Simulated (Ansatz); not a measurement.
A structure of La2O3 relaxed with PBEsol (plane waves to 420 eV, PAW, scalar-relativistic; Ansatz, an electronic-structure program); single points at other levels follow on the same geometry (Ansatz, PAW; HSE06 at 420 eV on a 6×6×4 k-mesh; no spin-orbit coupling). Space group P-3m1 (No. 164).

```
CELL_PARAMETERS angstrom
      3.90631     0.00000     0.00000
     -1.95316     3.38297     0.00000
      0.00000     0.00000     6.04017
ATOMIC_POSITIONS crystal
  La 0.33333 0.66667 0.74536
  La 0.66667 0.33333 0.25464
  O  0.00000 0.00000 0.50000
  O  0.66667 0.33333 0.85396
  O  0.33333 0.66667 0.14604
```

| level | gap (eV) | kind | conduction minimum |
|---|---|---|---|
| PBEsol | 3.78 | indirect | K |
| HSE06 | ___ | – | ___ |

### Question
Some entries are withheld; supply them.

### Answer

- HSE06, gap (eV): 5.30
- HSE06, conduction minimum: K

HSE06 gaps come from a coarse mesh plus a few chosen points, so they may be too large. No spin polarisation in the result.

The run could not lose the symmetry of its start.

The first start was generated by placing the elements on the sites of a structure type. Materials Project lists a structure of La2O3 in the same space group, P-3m1 (No. 164); the sites were not compared with it, nor with measured phases.
